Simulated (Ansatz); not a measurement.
CsSnI3 in space group P4/mbm (No. 127; Cs on 2d, Sn on 2b, I on 4h, I on 2a), the program Ansatz at the r²SCAN level (PAW). The conduction-band minimum lies at Z, with 1 equivalent valley. Second derivatives d²E/dk² of the lowest band at one valley (eV·Å²), along Cartesian directions:

```json
[
 {"direction": "[100]", "d²E/dk²": "8.867"},
 {"direction": "[010]", "d²E/dk²": "8.867"},
 {"direction": "[001]", "d²E/dk²": "187.9"},
 {"direction": "[110]", "d²E/dk²": "8.866"},
 {"direction": "[101]", "d²E/dk²": "98.37"},
 {"direction": "[011]", "d²E/dk²": "98.37"}
]
```

**Question.** Find the principal effective masses, the density-of-states mass and the conductivity mass.

**Answer.** Off-diagonal terms follow from H_xy = H[110] − (H_xx + H_yy)/2, and m*/mₑ = 7.620 eV·Å² over each eigenvalue: 0.041, 0.86, 0.86. One valley's DOS mass (m₁m₂m₃)^(1/3) = 0.31, conductivity mass 3/(Σ 1/mᵢ) = 0.11 mₑ.

**Question.** What effective density of states Nc follows at 300 K for parabolic valleys?

**Answer.** Nc = 2.509e19 × 1 × (0.31)^(3/2) ≈ 4.3e18 cm⁻³.

The first step of the workflow began from a Materials Project structure, measured or hypothetical; the Crystallography Open Database files this formula in space group No. 127, but the cells were not matched. It is not the phase usual at ambient conditions (space group No. 62). Symmetry was held in the r²SCAN relaxation; its stability against distortions is not shown here. Spin–orbit coupling is left out wherever it is not named.

Potentials: the later of the program's two PAW sets.

Edges and masses are those of Kohn–Sham bands, whose gap is no quasiparticle gap.
